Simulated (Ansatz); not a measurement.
CaF$_{2}$:
```cif
data_Ca2F4
_chemical_formula_sum 'Ca2 F4'
_space_group_name_H-M_alt 'Pmc21'
_space_group_IT_number 26
_space_group_name_Hall 'P 2c -2'
_cell_length_a 3.46950
_cell_length_b 4.10558
_cell_length_c 5.87558
_cell_angle_alpha 90.000
_cell_angle_beta 90.000
_cell_angle_gamma 90.000
loop_
_atom_site_label
_atom_site_type_symbol
_atom_site_symmetry_multiplicity
_atom_site_Wyckoff_symbol
_atom_site_fract_x
_atom_site_fract_y
_atom_site_fract_z
_atom_site_occupancy
Ca1 Ca 2 a 0.00000 0.14410 0.70215 1
F1 F 2 b 0.50000 0.08850 0.97948 1
F2 F 2 a 0.00000 0.36753 0.35137 1
```

Relaxed with PBEsol. DFT-PBEsol in the program Ansatz with PAW potentials gives a gap of 6.32 eV.

What gap does HSE06 give on the same cell (Ansatz, PAW)?

8.63 eV, 2.31 eV more. The hybrid was solved on a coarser mesh and at special points; the gap given is the minimum over both.

```
k  v1 PBEsol  c1 PBEsol  v1 HSE06  c1 HSE06
-  ---------  ---------  --------  --------
Γ      -0.41       6.32     -0.39      8.63
X      -0.50       8.09     -0.51     10.60
Z      -0.40       7.41         …         …
U      -0.66       8.19     -0.68     10.70
Y      -0.53       6.84         …         …
S       0.00       7.85         …         …
T      -0.65       7.49     -0.64     10.01
R      -0.12       8.30         …         …
```

Top valence (v1) and lowest conduction level (c1) in eV from each method's valence maximum (which need not be a listed point): supply the withheld HSE06 values.


- Y, v1 HSE06: -0.53
- Y, c1 HSE06: 9.33
- Z, v1 HSE06: -0.39
- Z, c1 HSE06: 9.82
- R, v1 HSE06: -0.12
- R, c1 HSE06: 10.81
- S, v1 HSE06: 0.00
- S, c1 HSE06: 10.36

Cost on shared cores: the PBEsol run (SCF on a 8×7×5 mesh, then bands and DOS) very roughly 50 core-seconds, the HSE06 run (SCF on 5×4×3, then a few points) roughly 80 core-seconds; the tasks are unlike.

Space group Pmc2_1. The first step of the workflow began from a Materials Project structure, measured or hypothetical; the Crystallography Open Database copy checked does not list it. It is not the phase usual at ambient conditions (space group No. 225). Symmetry was held in the PBEsol relaxation; whether a distortion lowers the energy is not shown.

Potentials: the earlier of the program's two PAW sets. The files were generated under PBE; for other functionals the program regenerates the frozen cores, and for LDA and PBEsol the local potential too.
